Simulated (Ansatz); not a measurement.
## Y: strain energy, fitted

Y, P6_3/mmc, a = 3.682 Å, c = 5.697 Å. Ansatz: r2SCAN, PAW, 500 eV, Γ-centred 18×18×10 mesh on 2 atoms, Gaussian smearing 0.10 eV; no spin polarisation. Series: shear of c along a, cell held, atoms relaxed; x is the strain in per cent (engineering shear). y is the free energy over the unstrained cell, V0 = 33.447 Å³/atom. Symmetry makes y even in x.

| x (%) | y (meV/atom) |
| --- | --- |
| 0.0 | 0.00 |
| 1.0 | ? |
| 2.0 | 0.97 |
| 3.0 | 2.19 |
| 4.0 | 3.86 |
| 6.0 | 8.58 |

Question: Fit y = c2 x² + c4 x⁴ to the other rows, turn c2 into a modulus, and predict the missing energy.

Answer: Least squares on the rows shown. y = 0.2440 x² − 0.0001579 x⁴. In eV per unit strain² c2 is 2.440; this is the shear stiffness (E = ½ C V0 γ²): 2 × 2.440 × 160.2 / (33.447) = 23 GPa. At x = 1.0 the fit asked for gives 0.24 meV/atom. The run gave 0.24 meV/atom, the same to the digits shown.